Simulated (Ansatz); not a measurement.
Independent-particle absorption of MgI2 (P-3m1, a = 4.127 Å, b = 4.127 Å, c = 6.837 Å, α = 90.00°, β = 90.00°, γ = 120.00°), no local fields or excitons, 0.1 eV broadening. All numbers below come from DFT PBE+D3(BJ), scalar-relativistic, plane waves, PAW (Ansatz 0.2.0).

Settings: cutoff 420 eV, Γ-centred mesh 6×6×4 on the computed 3-atom cell, Gaussian smearing of 0.02 eV; no spin polarisation. The spectrum is summed on a 9×9×6 mesh.

```yaml
crystal:
  lattice:
    - [4.12733, 0.00000, 0.00000]
    - [-2.06366, 3.57437, 0.00000]
    - [0.00000, 0.00000, 6.83663]
  atoms:
    - { symbol: Mg, position: [0.00000, 0.00000, 0.00000] }
    - { symbol: I, position: [0.33333, 0.66667, 0.24516] }
    - { symbol: I, position: [0.66667, 0.33333, 0.75484] }
```

```csv
photon energy (eV),"ε2,xx"
0.0,0.00
0.4,0.00
0.6,0.00
1.0,0.00
1.2,0.00
1.6,0.00
1.8,0.00
2.2,0.00
2.4,0.00
2.8,0.00
3.0,0.00
3.4,0.00
3.6,0.00
4.0,0.57
4.2,1.14
4.6,2.08
4.8,4.99
5.2,8.75
5.4,9.41
5.8,9.77
6.0,8.16
6.4,8.81
6.6,9.13
7.0,9.61
7.2,9.56
7.6,7.77
7.8,7.89
8.2,5.88
8.4,4.73
8.8,3.09
9.0,2.85
9.4,2.55
9.6,2.53
10.0,2.29
10.2,2.06
10.6,1.80
```

The strongest peak lies near 5.8 eV. ε∞ (xx, yy, zz) = 5.0, 5.0, 4.8.

Cost: 1 run of about 1.6 core-minutes, on Arm Neoverse V1 (shared hosts).